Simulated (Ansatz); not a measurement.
SiMo$_{3}$:
```
SiMo3
1.0
    4.88306     0.00000     0.00000
    0.00000     4.88306     0.00000
    0.00000     0.00000     4.88306
Mo Si
6 2
Direct
  0.25000   0.00000   0.50000
  0.50000   0.75000   0.00000
  0.75000   0.00000   0.50000
  0.50000   0.25000   0.00000
  0.00000   0.50000   0.75000
  0.00000   0.50000   0.25000
  0.00000   0.00000   0.00000
  0.50000   0.50000   0.50000
```

Relaxed with r²SCAN.

Problem. Tabulate the valence density and the electron localisation function along the shortest Mo–Si contact (2.73 Å), the program Ansatz at the r²SCAN level (PAW).

Solution. 

```tsv
distance from Mo (Å)	density (e/Å³)	ELF
0.27	6.52	0.55
0.41	5.94	0.71
0.55	4.53	0.75
0.68	2.84	0.68
0.82	1.50	0.50
0.96	0.74	0.27
1.09	0.45	0.16
1.23	0.34	0.18
1.36	0.32	0.31
1.50	0.33	0.47
1.64	0.35	0.59
1.77	0.39	0.64
1.91	0.40	0.61
2.05	0.37	0.48
2.18	0.29	0.31
2.32	0.19	0.20
2.46	0.10	0.23
```

The density is the valence pseudo-density with augmentation charge, so density and ELF within about 1 Å of a nucleus are not all-electron values.

Space group Pm-3n (A15 (Cr3Si type)). The cell was relaxed with r²SCAN under the symmetry of its start; of distortions, only those at the zone centre were tested. The run is not spin-polarised.

Potentials: the later of the program's two PAW sets.
